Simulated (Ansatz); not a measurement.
A scan (energy against volume; even scaling of the relaxed cell, symmetry kept) gave these values. Calculation: PBEsol (plane waves to 420 eV, PAW, scalar-relativistic; Ansatz, a first-principles code).

Bulk modulus B₀ (third-order Birch-Murnaghan fit): 55.5 GPa
Pressure derivative B₀′ (fit): 4.7
Equilibrium volume of the fit: 28.20 Å³/atom

**Question.** Of these crystals, all scanned alike, which one is it?
A. InAs (zinc blende)
B. YN (rock salt)
C. GaP (zinc blende)
D. TaN (rock salt)

**Answer.** A, InAs (zinc blende). The others have, for the bulk modulus: GaP 84.9 GPa, TaN 356 GPa, YN 171 GPa

All were relaxed with their symmetry unable to fall. At this level the bands of InAs touch or barely overlap; measurements give the solid a gap. Spin-orbit coupling is left out. TaN is run without spin polarisation. This is a high-temperature form of TaN. YN is run without spin polarisation.

(Under strain, the slope of the energy per volume gives the stress and its curvature an elastic modulus.)
